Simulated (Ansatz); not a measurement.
**Nb: frozen-core PAW against all-electron methods**

```
Nb
1.0
     0.00000    2.15730    2.11500
     2.15730    0.00000    2.11500
     2.15730    2.15730    0.00000
Nb
1
Direct
  0.00000 0.00000 0.00000
```

The geometry is COD entry 1534903, unchecked; take it as a test cell. The listed cell was then made from it by scaling, straining or moving an atom.

All numbers are computed: DFT, PBEsol, PAW with Ansatz's default frozen-core files, scalar-relativistic (Ansatz 0.2.0); DFT, PBEsol, all-electron LAPW, scalar-relativistic (Ansatz 0.2.0).

For PAW: a Γ-centred 13×13×13 k mesh, Fermi–Dirac smearing of 0.08 eV, cutoff 420 eV, no spin polarisation; the PAW files were made with PBE, and the program remakes their frozen cores for this functional. LAPW targets a basis error of 0.25 meV/atom. The Ansatz runs share mesh, smearing and spin set-up. Plane-wave (PAW) pressures include the program's estimate of the Pulay term.

Stress and pressure are positive in compression.

The change that made this cell: equal xx and yy strain of +2 %.

PAW results:

| quantity | PAW |
| --- | --- |
| pressure (GPa) | -12.25 |
| stress xx (GPa) | -10.74 |
| stress zz (GPa) | -15.28 |

(1) What does all-electron LAPW give for the same quantities?

## Answers

(1) 
| quantity | LAPW |
| --- | --- |
| pressure (GPa) | -12.27 |
| stress xx (GPa) | -10.75 |
| stress zz (GPa) | -15.30 |
